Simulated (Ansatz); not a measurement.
Fields on a plane of Cu3Au (Cu3Au type)

```yaml
crystal:
  lattice:
    - [3.78050, 0.00000, 0.00000]
    - [0.00000, 3.78050, 0.00000]
    - [0.00000, 0.00000, 3.78050]
  atoms:
    - { symbol: Cu, position: [0.00000, 0.50000, 0.50000] }
    - { symbol: Cu, position: [0.50000, 0.50000, 0.00000] }
    - { symbol: Cu, position: [0.50000, 0.00000, 0.50000] }
    - { symbol: Au, position: [0.00000, 0.00000, 0.00000] }
```

The slice is a {100} plane (indices of the conventional cell) through the point (0.500, 0.500, 0.000) (fractional), spanned by u = [100] and v = [010] in vectors of this cell: u (3.78 Å) and v (3.78 Å, at 90° to u). It covers one period; positions are fractions (u, v).

Atoms on it: Cu at (0.00, 0.00); Au at (0.50, 0.50).

Calculation: PBE (plane waves to 420 eV, PAW, scalar-relativistic; Ansatz, a quantum-chemistry and plane-wave program). k mesh 12×12×12. Near the nuclei the fields are pseudised (PAW); where an atom keeps semicore shells as valence, they peak there. Cu3Au is run without spin polarisation. Cu3Au was relaxed with its symmetry unable to fall. Spin-orbit coupling is left out, though Au is heavy.

```
|xxxxx:.     ..     ..     .:xxxx|
|xxxx=:.    ...........    .:=xxx|
|xxx=:.     ...........     .:=xx|
|xx=:.     .............     .:=x|
|:::.     ..:::::::::::..     .::|
|...     ..:::::::::::::..     ..|
|       ..:::---------:::..      |
|      ..::---==+++==---::..     |
|     ..::--=++*###*++=--::..    |
|    ..::--=+*#%%%%%#*+=--::..   |
|  ...:::-=+*#%@@@@@%#*+=-:::... |
|.....::--+*#%@@xxx@@%#*+--::....|
| ....::-=+#%@@xxxxx@@%#+=-::....|
|  ...::-=*%@@xxxxxxx@@%*=-::... |
|  ...::-+#%@xxxxxxxxx@%#+-::... |
|  ...::-+#%@xxxxxxxxx@%#+-::... |
|  ...::-+#%@xxxxxxxxx@%#+-::... |
|  ...::-=*%@@xxxxxxx@@%*=-::... |
| ....::-=+#%@@xxxxx@@%#+=-::....|
|.....::--+*#%@@xxx@@%#*+--::....|
|  ...:::-=+*#%@@@@@%#*+=-:::... |
|    ..::--=+*#%%%%%#*+=--::..   |
|     ..::--=++*###*++=--::..    |
|      ..::---==+++==---::..     |
|       ..:::---------:::..      |
|...     ..:::::::::::::..     ..|
|:::.     ..:::::::::::..     .::|
|xx=:.     .............     .:=x|
|xxx=:.     ...........     .:=xx|
|xxxx=:.    ...........    .:=xxx|
|xxxxx:.     ..     ..     .:xxxx|
|xxxxx:.     .       .     .:xxxx|
```
Scale: ten equal steps from 0.14 (start of ' ') to 0.59 (end of '@'), in the order ' .:-=+*#%@'. Values: electron localisation function (ELF). The map has 32 points along u (one character each, u = 0 at the left) and 32 along v (v = 0 in the bottom row). Points within 0.5 Å of a nucleus are blanked (x), as the pseudised field means little there.

```
|@@%#*+=:..             ..:=+*#%@|
|@%%#*+-:..             ..:-+*#%%|
|%##*+=-:..             ..:-=+*##|
|***+=-:...             ...:-=+**|
|+++=-::...................::-=++|
|==--::.....................::--=|
|::::.........:::::::.........:::|
|...........:::-----:::..........|
|.........:::--=====--:::........|
|     ....::-==+++++==-::....    |
|     ...::-==+++*+++==-::...    |
|     ...:-==+*******+==-:...    |
|     ..::-=+*********+=-::..    |
|     ..:-=++**#####**++=-:..    |
|     ..:-=++**#####**++=-:..    |
|     ..:-=+***#####***+=-:..    |
|     ..:-=++**#####**++=-:..    |
|     ..:-=++**#####**++=-:..    |
|     ..::-=+*********+=-::..    |
|     ...:-==+*******+==-:...    |
|     ...::-==+++*+++==-::...    |
|     ....::-==+++++==-::....    |
|.........:::--=====--:::........|
|...........:::-----:::..........|
|::::.........:::::::.........:::|
|==--::.....................::--=|
|+++=-::...................::-=++|
|***+=-:...             ...:-=+**|
|%##*+=-:..             ..:-=+*##|
|@%%#*+-:..             ..:-+*#%%|
|@@%#*+=:..             ..:=+*#%@|
|@@@%*+=:..             ..:=+*%@@|
```
Scale: ten equal steps from -0.88 (start of ' ') to 1.85 (end of '@'), in the order ' .:-=+*#%@'. Values: log₁₀ of the valence density in e/Å³. The map has 32 points along u (one character each, u = 0 at the left) and 32 along v (v = 0 in the bottom row). The scale is logarithmic, as a density can span decades between atoms and voids.

- Density on the Cu–Au line (2.67 Å) at its density minimum, 1.2 Å from Cu = 0.30 e/Å³
- ELF at that point = 0.2
